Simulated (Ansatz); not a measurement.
Molecular dynamics on a 2×2×2 supercell (16 atoms) of HgTe (F-43m), relaxed with r2SCAN. Forces come from PBEsol in Ansatz 0.2.0: a Nosé-Hoover thermostat at fixed volume, 600 K, steps of 3 fs. Classical nuclei, no spin polarisation; a few dozen steps show the first response, not equilibrium.

```yaml
crystal:
  lattice:
    - [0.0, 6.5783945715, 6.5783945715]
    - [6.5783945715, 0.0, 6.5783945715]
    - [6.5783945715, 6.5783945715, 0.0]
  atoms:
    - { symbol: Hg, position: [0.0, 0.0, 0.0] }
    - { symbol: Te, position: [0.125, 0.125, 0.125] }
    - { symbol: Hg, position: [0.0, 0.0, 0.5] }
    - { symbol: Te, position: [0.125, 0.125, 0.625] }
    - { symbol: Hg, position: [0.0, 0.5, 0.0] }
    - { symbol: Te, position: [0.125, 0.625, 0.125] }
    - { symbol: Hg, position: [0.0, 0.5, 0.5] }
    - { symbol: Te, position: [0.125, 0.625, 0.625] }
    - { symbol: Hg, position: [0.5, 0.0, 0.0] }
    - { symbol: Te, position: [0.625, 0.125, 0.125] }
    - { symbol: Hg, position: [0.5, 0.0, 0.5] }
    - { symbol: Te, position: [0.625, 0.125, 0.625] }
    - { symbol: Hg, position: [0.5, 0.5, 0.0] }
    - { symbol: Te, position: [0.625, 0.625, 0.125] }
    - { symbol: Hg, position: [0.5, 0.5, 0.5] }
    - { symbol: Te, position: [0.625, 0.625, 0.625] }
kpoints:
  mp_grid: { grid: [2, 2, 2] }
hamiltonian:
  xc: pbesol
scf:
  occupations: { method: fermi_dirac, width: 0.052 }
md:
  ensemble: nvt_nose_hoover
  temperature: 600
  timestep: 3.0
  n_steps: 20
  initial_velocities: maxwell_boltzmann
  seed: 7446
```

Command: `ansatz run input.yaml --threads 4 --pin off --max-ram 3686MiB --backend cpu --events-out ev --progress --plain --runs-dir out`.

```tsv
step	t (fs)	T (K)	free energy F from step 0 (meV/atom)	kinetic energy (meV/atom)	largest force (eV/Å)
0	0	600	0.0	72.7	0.00
1	3	599	0.2	72.5	0.10
2	6	594	0.7	72.0	0.20
3	9	587	1.5	71.2	0.30
4	12	578	2.7	70.0	0.39
5	15	566	4.1	68.6	0.48
6	18	552	5.8	66.9	0.57
7	21	536	7.8	65.0	0.65
8	24	519	10.0	62.8	0.73
9	27	500	12.3	60.6	0.81
10	30	480	14.8	58.2	0.88
11	33	460	17.3	55.7	0.94
12	36	439	20.0	53.2	1.00
13	39	418	22.6	50.7	1.06
14	42	398	25.2	48.2	1.11
15	45	379	27.7	45.9	1.16
16	48	360	30.1	43.6	1.20
17	51	343	32.4	41.6	1.24
18	54	328	34.5	39.7	1.27
19	57	314	36.4	38.1	1.29
20	60	303	38.1	36.7	1.31
```

The temperature goes from 600 K to 303 K in 60 fs. The thermostat hasn't had time to restore it. The atoms start on their lattice sites with kinetic energy alone, so much of it first passes into potential energy. By the last step the atoms have moved 0.15 Å in the root mean square, the drift of the whole cell taken out, 0.25 Å at most.

Positions (Å) and forces (eV/Å) at step 20:
```
Hg  -0.008   0.046   0.030    -0.159   0.083   0.974
Te   1.738   1.736   1.566    -0.316  -0.162   0.370
Hg   3.239   3.324  -0.195     0.339  -0.094  -0.125
Te   4.867   4.899   1.688     0.211  -0.109  -0.514
Hg   3.349   0.129   3.235    -0.232  -0.436  -0.123
Te   4.991   1.541   4.963    -0.385   0.631  -0.222
Hg   6.513   3.236   3.242     0.241   0.121   0.107
Te   8.163   4.995   4.919     0.019   0.003  -0.338
Hg   0.084   3.464   3.351     0.016  -0.880  -0.042
Te   1.486   5.124   4.949     0.900  -0.901   0.301
Hg   3.319   6.439   3.381    -0.134   0.228  -0.321
Te   4.976   8.052   4.850     0.194   0.766   0.389
Hg   3.326   3.216   6.565    -0.295  -0.006  -0.187
Te   4.918   4.722   8.287    -0.320   0.917  -0.371
Hg   6.562   6.608   6.719    -0.270  -0.369  -0.160
Te   8.220   8.169   8.225     0.192   0.209   0.261
```
